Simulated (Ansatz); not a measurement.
Given:

MgB$_{2}$:
Space group P6/mmm (No. 191); a = b = 3.033 Å, c = 3.465 Å, α = β = 90.00°, γ = 120.00°

```tsv
atom	site	symmetry	x	y	z
Mg	1a	6/mmm	0.0000	0.0000	0.0000
B	2d	-6m2	0.3333	0.6667	0.5000
```

This is the LDA-relaxed structure.

Task: All from LDA in the plane-wave PAW code Ansatz, unless another level is named. Estimate the electronic character.

Result: metallic (no gap).

Task: Predict the formation energy from the elements (no fitted shifts).

Result: -0.15 eV/atom.

Task: What about the density of states at the Fermi level?

Result: 0.23 states/eV per atom (mean over ±0.08 eV).

The LDA relaxation kept the symmetry of its start; phonons on a q-mesh show no instability. The references are the lowest solids computed at this level, not always the standard phases.

Potentials: the later of the program's two PAW sets.
